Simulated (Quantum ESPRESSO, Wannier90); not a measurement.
# SiC (wurtzite), plane waves to Wannier functions

```xyz
4
Lattice="3.0735 0.0000 0.0000 -1.5368 2.6617 0.0000 0.0000 0.0000 5.0453" Properties=species:S:1:pos:R:3 pbc="T T T"
Si     1.5368    -0.8872     2.5206
Si    -1.5368     0.8872    -0.0020
C      1.5368    -0.8872    -0.6286
C     -1.5368     0.8872     1.8940
```

Structure: Materials Project mp-7140, symmetrised, not relaxed again. COD (Crystallography Open Database) has the formula in 5 space groups, this one among them (matched by group alone). Method: PBEsol plane waves in Quantum ESPRESSO 7.5 (PseudoDojo norm-conserving files, 66 Ry, no spin polarisation, no spin-orbit coupling), Bloch states on a 12×12×6 mesh through Γ, Wannier90 4.0.1. Density: 12×12×6 mesh, cold smearing 0.01 Ry.

Functional, cutoff and mesh named above are those of the base row (PBEsol); the first column says what each row takes instead. Model: 16 functions from bands 1-26, start hydrogen-like Si: s;p; C: s;p, disentangled but not localised (num_iter = 0), frozen window tied to the conduction edge or Fermi level of each row, as listed, which moves Ω_I and hoppings a little by itself. Energies are relative to the valence-band maximum; the misfit is to pw.x on a path, for states up to 3.1 eV relative to the valence-band maximum. The functional changes, each with its own PseudoDojo files and their cutoffs, on the same cell. The disentangled Ω_I can sit in another minimum from row to row.

```csv
functional,frozen to (eV),Ω_I (Å²),rms misfit (meV),gap (eV),bottom of band 1 (eV)
LDA,3.67,12.78,3.7,2.17,-15.51
PBE,3.78,12.86,3.7,2.28,-15.59
PBEsol,3.62,12.87,3.7,2.12,-15.62
```
